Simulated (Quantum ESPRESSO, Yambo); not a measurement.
AlAs (zinc blende, space group F-43m, No. 216) under isotropic strain (on all lattice vectors), counted from the cell relaxed with PBEsol, atoms relaxed at each step. norm-conserving PBEsol (Quantum ESPRESSO, 84 Ry, scalar-relativistic); G0W0 in Yambo (4×4×4 Γ-centred k mesh, 104 bands and a 10 Ry block in the screening, 104 bands in G with the Bruneval-Gonze terminator, plasmon pole fitted at 27.2 eV).

| strain s (%) | PBEsol direct gap at Γ (eV) | G0W0 direct gap at Γ (eV) |
|---|---|---|
| -3 | ? | ? |
| -1.5 | 2.248 | 3.414 |
| -0.7 | 2.057 | 3.197 |
| 0 | 1.893 | 3.008 |
| +1 | 1.665 | 2.753 |
| +2 | 1.444 | 2.492 |

### Question
Fit a parabola in s to each column by least squares and predict the withheld row.

### Answer
PBEsol: E = 1.893 − 0.2315 s + 0.0035 s² (largest residual 1 meV), giving 2.619 eV at s = -3; the run gave 2.617 eV, a miss of 2 meV. G0W0: E = 3.011 − 0.2642 s + 0.0027 s² (largest residual 3 meV), giving 3.828 eV at s = -3; the run gave 3.825 eV, a miss of 3 meV. The withheld row lies outside the fitted range, so this is an extrapolation. The GW settings are held fixed; their convergence isn't established. Spin-orbit splittings are left out.

The standard potential for As keeps a d shell in the valence without the s and p states of that shell. In tests on such compounds this moved G0W0 gaps by up to about 0.9 eV, so absolute quasiparticle energies here are unreliable; differences between settings are what counts.
